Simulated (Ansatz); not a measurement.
RhPb2 in space group I4/mcm (No. 140; Rh on 4a, Pb on 8h) at seven volumes, DFT-PBEsol in the program Ansatz with PAW potentials, shape and atoms relaxed at each. One row is withheld.

```tsv
V (Å³/atom)	P (GPa)
19.674	11.72
20.323	?
20.972	3.20
21.620	-0.01
22.269	-2.65
22.917	-4.83
23.566	-6.61
```

Question: Fit the shown pressures and predict the withheld one.

Answer: Third-order Birch–Murnaghan: P = (3/2)B₀(x^(7/2) − x^(5/2))[1 + (3/4)(B′ − 4)(x − 1)] with x = (V₀/V)^(2/3). Least squares on the six rows gives V₀ = 21.619 Å³/atom, B₀ = 96.64 GPa, B′ = 5.34. At V = 20.323, x = 1.0421 and P = 7.05 GPa. The run itself gave 7.05 GPa.

The workflow started from an entry of the Crystallography Open Database (COD). Whether it is the stable phase at ambient conditions was not checked. The PBEsol relaxation kept the symmetry of its start; whether a distortion lowers the energy is not shown. The run is not spin-polarised. Spin–orbit coupling is left out wherever it is not named.

Potentials: the later of the program's two PAW sets.
